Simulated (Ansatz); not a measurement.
InAg2:
```yaml
crystal:
  lattice:
    - [0.00000, 3.87597, 3.87597]
    - [3.87597, 0.00000, 3.87597]
    - [3.87597, 3.87597, 0.00000]
  atoms:
    - { symbol: Ag, position: [0.62500, 0.62500, 0.62500] }
    - { symbol: Ag, position: [0.12500, 0.62500, 0.62500] }
    - { symbol: Ag, position: [0.62500, 0.12500, 0.62500] }
    - { symbol: Ag, position: [0.62500, 0.62500, 0.12500] }
    - { symbol: In, position: [0.25000, 0.25000, 0.25000] }
    - { symbol: In, position: [0.00000, 0.00000, 0.00000] }
```

Relaxed with PBEsol. Special points in fractions of this cell's reciprocal vectors: Γ (0.000, 0.000, 0.000); X (0.500, 0.000, 0.500); U (0.625, 0.250, 0.625); K (0.375, 0.375, 0.750); L (0.500, 0.500, 0.500); W (0.500, 0.250, 0.750).

**Question.** List the band energies nearest the Fermi level at these points for the program Ansatz at the PBEsol level (PAW).

**Answer.** In eV from the Fermi level; about four levels below and three above (degenerate sets whole), none deeper than 8.9 eV; points with the same levels are listed once.

```csv
k,below,above
Γ,-1.92 -0.20 -0.20 -0.20,0.83 1.40 1.92 1.92 1.92
X,-1.98 -1.98 -1.16 -1.16,4.89 4.89 6.15 6.15
U,-3.32 -3.05 -1.72 -1.01,1.21 3.06 3.42
L,-0.83 -0.51 -0.51 -0.41,1.70 1.70 4.04
W,-3.08 -3.08 -3.03 -3.03,1.31 1.31 1.69 1.69
```

Space group Fd-3m (cubic Laves (MgCu2 type)). A made-up cell: these elements were put on the sites of a structure type; neither database checked (COD, Materials Project) lists it. Its standing as an ambient phase is unchecked. Symmetry was held in the PBEsol relaxation. At this level the phase is dynamically unstable (imaginary phonons). The run is not spin-polarised. Spin–orbit coupling is left out wherever it is not named.

Potentials: the earlier of the program's two PAW sets. The files were generated under PBE; for other functionals the program regenerates the frozen cores, and for LDA and PBEsol the local potential too.
